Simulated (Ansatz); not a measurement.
Here is the system:

YGe2:
```xyz
3
Lattice="0.0000 3.3805 3.3805 3.3805 0.0000 3.3805 3.3805 3.3805 0.0000" Properties=species:S:1:pos:R:3 pbc="T T T"
Y      0.0000     0.0000     0.0000
Ge     1.6902     1.6902     1.6902
Ge     5.0707     5.0707     5.0707
```

This is the PBE-relaxed structure.

### Question
All from DFT-PBE in the program Ansatz with PAW potentials, unless another level is named. Estimate the electronic character.

### Answer
metallic (no gap).

### Question
What about the density of states at the Fermi level?

### Answer
0.69 states/eV per atom (mean over ±0.08 eV).

### Question
And the formation energy from the elements (no fitted shifts)?

### Answer
-0.12 eV/atom.

Space group Fm-3m (fluorite). The cell is a constructed one: a structure type filled with these elements; neither database checked (COD, Materials Project) lists it. Its standing as an ambient phase is unchecked. Symmetry was held in the PBE relaxation; whether a distortion lowers the energy is not shown. The run is not spin-polarised. The references are the lowest solids computed at this level, not always the standard phases. Scalar-relativistic: spin–orbit coupling is off unless named, which matters more the heavier the elements.

Potentials: the later of the program's two PAW sets.
